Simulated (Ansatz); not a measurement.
Level of theory: Ansatz 0.2.0, DFT PBE, scalar-relativistic, plane waves, PAW, and for the lanthanide a 4f-in-core norm-conserving potential. All cells share a 630 eV cutoff and Γ-centred k meshes spaced about 0.3 Å⁻¹ or finer (0.25 for metals, 2π included). No spin polarisation.

Temperature and zero-point effects are left out.

Two forms of Dy₅C were relaxed alike.

1. Space group Cmmm (No. 65), orthorhombic, a = 5.606 Å, b = 16.794 Å, c = 3.380 Å. Around Dy on a site of symmetry m2m lie 2 C at 2.43 Å and 11 Dy at 3.30–3.78 Å; Dy on a second site of symmetry m2m is surrounded by 4 Dy at 3.37–3.38 Å and 8 Dy at 3.61–3.78 Å; Dy on a site of symmetry mmm is surrounded by 4 C at 3.27 Å, 6 Dy at 3.30–3.38 Å and 4 Dy at 3.68 Å; C has 4 Dy at 2.43 Å and 4 Dy at 3.27 Å.

2. Space group R-3m (No. 166), trigonal, a = 6.617 Å, c = 12.044 Å. Dy on a site of symmetry 2/m is surrounded by 2 C at 2.77 Å, 6 Dy at 3.21–3.31 Å and 4 Dy at 3.60 Å; Dy on a site of symmetry 3m has 1 Dy at 2.86 Å, 3 Dy at 3.21 Å, 6 Dy at 3.60 Å, 3 C at 3.86 Å and 3 Dy at 3.99 Å; C has 6 Dy at 2.77 Å.

Task: Which is lower in energy, and by how much?

Result: Cell 1 is lower, by 155 meV/atom. Cell 1 has space group Cmmm (No. 65), 26.5 Å³/atom and no gap on its mesh; cell 2 has space group R-3m (No. 166), 25.4 Å³/atom and no gap. Counting Dy atoms around C (those within 1.25 times the shortest such distance or 1.15 times the sum of covalent radii, 1.27 where that leaves under three), cell 1 has C 4 and cell 2 has C 6. The lower one is the more open, so pressure narrows the difference. Even the lower one lies +0.18 eV/atom against the reference forms of the elements (uncorrected), so neither is stable at this level. Both come from trial cells of a structure search, whose lowest cell (I4/m, 27.5 Å³/atom) lies 259 meV/atom below the lower of the two.

Cells relaxed within their symmetry can be saddle points. Some structure types and database cells were kept out of the candidates from the start, so a known form may be missing.

The lanthanide is trivalent by construction, without f bands, f moments or other valences.
